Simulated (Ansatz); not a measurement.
CsAu:
```xyz
2
Lattice="4.2741 0.0000 0.0000 0.0000 4.2741 0.0000 0.0000 0.0000 4.2741" Properties=species:S:1:pos:R:3 pbc="T T T"
Cs     0.0000     0.0000     0.0000
Au     2.1371     2.1371     2.1371
```

Relaxed with r²SCAN.

### Question
Map the electron localisation function on the plane through (0.000, 0.000, 0.000) spanned by u = [1, 0, 0] and v = [0, 1, 1] in lattice vectors, from the program Ansatz at the r²SCAN level (PAW).

### Answer
x is the fraction of u, y of v (the angle between them is 90°; rows are the nearest grid lines); atoms in the plane: Cs at (0.00, 0.00), Au at (0.50, 0.50).
```
|0028999730000379998200|
|0038999720000279998300|
|7899997310000137999987|
|9999985100000015899999|
|9999751000000001579999|
|6642100112332110012466|
|2110001233333321000112|
|0000013333333333100000|
|0001233344444433321000|
|0013334455665544333100|
|0023334566666654333200|
|0023344567887654433200|
|0023344567887654433200|
|0023334566666654333200|
|0013334455665544333100|
|0001233344444433321000|
|0000013333333333100000|
|2110001233333321000112|
|6642100112332110012466|
|9999751000000001579999|
|9999985100000015899999|
|7899997310000137999987|
|0038999720000279998300|
|0028999730000379998200|
```
Scale: ten equal steps from 0.000 (start of '0') to 0.893 (end of '9'), in the order '0123456789'; x runs from 0.000 to 1.00, y from 0.000 (bottom) to 1.00 (top).

The density is the valence pseudo-density with augmentation charge, so density and ELF within about 1 Å of a nucleus are not all-electron values.

Space group Pm-3m (CsCl type). The first step of the workflow began from a Materials Project structure, measured or hypothetical; the Crystallography Open Database files this formula in space group No. 221, but the cells were not matched. Its standing as an ambient phase is unchecked. The r²SCAN relaxation kept the symmetry of its start; whether a distortion lowers the energy is not shown. Scalar-relativistic: spin–orbit coupling is off unless named, which matters more the heavier the elements.

Potentials: the later of the program's two PAW sets.
